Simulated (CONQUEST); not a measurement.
Consider a self-consistent single point of AlNi (Pmm2, 4 atoms in the cell; from Materials Project mp-1228868, changed as shown).

```
AlNi
1.0
    3.85257     0.00000     0.00000
    0.00000     3.88138     0.00000
    0.00000     0.00000     3.07959
Al Ni
2 2
Direct
  0.00000   0.98969   0.00000
  0.50000   0.50000   0.00000
  0.50000   0.00000   0.50000
  0.00000   0.50000   0.50000
```

All values come from this method and carry its errors: LDA (PW92), numerical atomic orbitals double-zeta with polarisation (the shipped basis), PseudoDojo norm-conserving potentials made for LDA (CONQUEST).

CONQUEST settings:

- basis = DZP
- Diag.MPMeshX, Y, Z = 4 4 5
- potentials = PseudoDojo norm-conserving LDA
- Grid.GridCutoff = 175 Ha
- DM.SolutionMethod = diagon
- Diag.SmearingType = 1
- Diag.kT = 0.003675 Ha
- Diag.GammaCentred = true
- Diag.MPOrder = 1
- minE.SCTolerance = 1.0e-06
- SC.MaxIters = 100
- SC.LinearMixingFactor = 0.5
- SC.KerkerPreCondition = true
- SC.KerkerFactor = 0.1 1/bohr
- AtomMove.TypeOfRun = static

Results:

Number of valence electrons: 42
Number of bands: 64
Number of k-points after the program's reduction: 58
Size of the basis: 64
Number of SCF iterations: 8
FFT grid: 48 × 48 × 36
Free energy E − TS: -9255.3305 eV
Fermi level (on the code's own zero): -7.47 eV
Pressure: 0.78 GPa
Largest force (vector length): 0.369 eV/Å

Forces (eV/Å):
```json
[
 {"atom": "Al1", "Fx": "0.000", "Fy": "0.369", "Fz": "0.000"},
 {"atom": "Al2", "Fx": "0.000", "Fy": "-0.135", "Fz": "0.000"},
 {"atom": "Ni3", "Fx": "0.000", "Fy": "-0.016", "Fz": "0.000"},
 {"atom": "Ni4", "Fx": "0.000", "Fy": "-0.204", "Fz": "0.000"}
]
```

For comparison: a first run was changed to give this one (atom 1 moved by -0.04 angstrom along y), and from it to this one the free energy goes up by 1.8 meV/atom, the pressure moves little (0.74 to 0.78 GPa) and the largest force goes from under 0.1 to 0.37 eV/Å.

The program uses no crystal symmetry, so grid and mesh can part values that symmetry would make equal. The atom-centred basis is finite, which shifts total energies, pressures and forces against plane waves. The run has no spin polarisation, so moments on Ni cannot form. The structure comes from a collection of computed structures, made at another level of theory; the collection holds predicted forms beside known ones. Its lattice was then scaled. No clean gap shows at this smearing width and mesh (spacing up to 0.41 Å⁻¹); the mesh is coarse for partly filled bands, so the values carry mesh errors.

Cost on one core: roughly 110 core-seconds.
